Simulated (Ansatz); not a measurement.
Calculated with Ansatz: Tl₂CdInSb₄, single run

The command:

```bash
ansatz run input.yaml --threads 1 --pin off --max-ram 2560MiB --backend cpu --events-out ev --progress --plain --runs-dir out
```

The input file (Ansatz 0.2.0, plane waves):

```yaml
crystal:
  lattice:
    - [-4.113706, 4.113706, 3.473278]
    - [4.113706, -4.113706, 3.473278]
    - [4.113706, 4.113706, -3.473278]
  atoms:
    - { symbol: Tl, position: [0.5, 0.0, 0.5] }
    - { symbol: Tl, position: [0.0, 0.5, 0.5] }
    - { symbol: Cd, position: [0.5, 0.5, 0.0] }
    - { symbol: In, position: [0.0, 0.0, 0.0] }
    - { symbol: Sb, position: [0.94972, 0.94972, 0.34988] }
    - { symbol: Sb, position: [0.05028, 0.40016, 0.0] }
    - { symbol: Sb, position: [0.59984, 0.59984, 0.65012] }
    - { symbol: Sb, position: [0.40016, 0.05028, 0.0] }
  symmetry: { tolerance: 0.0003 }
kpoints:
  mp_grid: { grid: [4, 4, 4], shift: [0, 0, 0] }
magnetization:
  spin_polarized: false
scf:
  occupations: { method: methfessel_paxton, width: 0.242 }
hamiltonian:
  pseudopotentials: { kind: paw }
  xc: r2scan
basis:
  ecutwfc: "44.1 Ry"
  ecutrho_ratio: 8
output:
  forces: true
  stress: true
  eigenvalues: true
```

Origin of the cell: a known structure type with other elements, at an estimated volume, so it need not be a known compound.

Output (shortened):

```
SCF iter   1: F=—  HF=-62790.500448 eV  Δρ=6.79e-3  dr2=9.36e-2  dr2_τ=3.49e-2
SCF iter   2: F=—  HF=-62790.530264 eV  S|Δr|=    0.00e0  Δρ=3.47e-3  dr2=3.40e-2  dr2_τ=9.99e-4
SCF iter   3: F=—  HF=-62790.527456 eV  S|Δr|=    0.00e0  Δρ=8.66e-4  dr2=5.01e-3  dr2_τ=7.22e-5
SCF iter   4: F=—  HF=-62790.527493 eV  S|Δr|=    0.00e0  Δρ=2.93e-4  dr2=4.17e-4  dr2_τ=4.60e-6
SCF iter   5: F=—  HF=-62790.527488 eV  S|Δr|=    0.00e0  Δρ=6.86e-5  dr2=1.99e-5  dr2_τ=4.71e-7
SCF iter   6: F=—  HF=-62790.527559 eV  S|Δr|=    0.00e0  Δρ=3.54e-5  dr2=4.52e-6  dr2_τ=1.10e-7
SCF iter   7: F=—  HF=-62790.527560 eV  S|Δr|=    0.00e0  Δρ=1.49e-5  dr2=6.92e-7  dr2_τ=2.02e-8
SCF iter   8: F=-62790.527560 eV  HF=-62790.527560 eV  S|Δr|=    0.00e0  Δρ=4.54e-6  dr2=5.14e-8  dr2_τ=1.34e-9
SCF 1 converged in 8 iterations: F = -62790.527560 eV  dr2 = 5.14e-8
SCF converged after 8 iterations
Stability not checked: this state was not tested for a lower state beside it, because cold or Methfessel-Paxton smearing, or corrected tetrahedra, fill the levels in a way that the test cannot read (fill_not_monotonic; […]
Free energy (F): -62790.527560 eV
Harris-Foulkes:  -62790.527560 eV  (|F-HF|=9.46e-9)
Internal energy: -62790.503544 eV  (E = F + TS)
E sigma→0 (E₀):  -62790.521556 eV
Entropy (-TS):   -0.024015 eV (-3.002 meV/atom)
Fermi energy:    9.316027 eV
--- Per-component energies (eV) ---
  E_band       = -1281.963634
  E_kinetic    = 2248.872125
  E_local      = -13602.257030  (includes V_loc(G=0)·N_el)
  E_nonlocal   = 2487.525856
  E_hartree    = 6021.334285
  E_xc         = -1318.174353
  E_vxc        = -1080.615456  (∫ρ·V_xc dr)
  E_paw        = -47078.567484  (= ΣΔE_a)
  E_vpaw       = -3455.332764  (= ΣTr[D̂ρ^β])
  E_aug_tail   = 0.000001  (compensation charges beyond the density's cutoff)
  E_vtau       = 77.184482  (kinetic-family band-sum trace: ∫τ·v_τ [+ j·A + Jᵃ·Aᵃ] dr)
  E_ewald      = -11553.741388
  E_core_change = 4.504445  (= ΣΔE_core)
  E_smearing   = -0.024015  (= −TS)
  Σ components = -62790.527560   (vs F -62790.527560, Δ=0.00e0)
--- Forces (eV/Å), atoms counted from 1 ---
  atom   1  Tl     0.000000     0.000000    -0.000000
  atom   2  Tl     0.000000    -0.000000     0.000000
  atom   3  Cd     0.000000     0.000000    -0.000000
  atom   4  In    -0.000000    -0.000000     0.000000
  atom   5  Sb     1.630912     1.630912    -1.169798
  atom   6  Sb     1.630912    -1.630912     1.169798
  atom   7  Sb    -1.630912    -1.630912    -1.169798
  atom   8  Sb    -1.630912     1.630912     1.169798
  max |Σ_I F_I| component: 4.44e-16 eV/Å
--- Stress (GPa, compression-positive) ---
        4.723861       0.000000      -0.000000
        0.000000       4.723861      -0.000000
       -0.000000       0.000000       9.497700
  P = ⅓ Tr σ = 6.3151 GPa (63.151 kbar)
```

Caveats: no moments, though an odd count or open d shells may carry them; no spin-orbit coupling, though heavy elements are present; wide smearing.

The run took 89 s on 1 thread of Arm Neoverse V1 (shared host), peak memory 2.2 GiB, from the program's own first density.
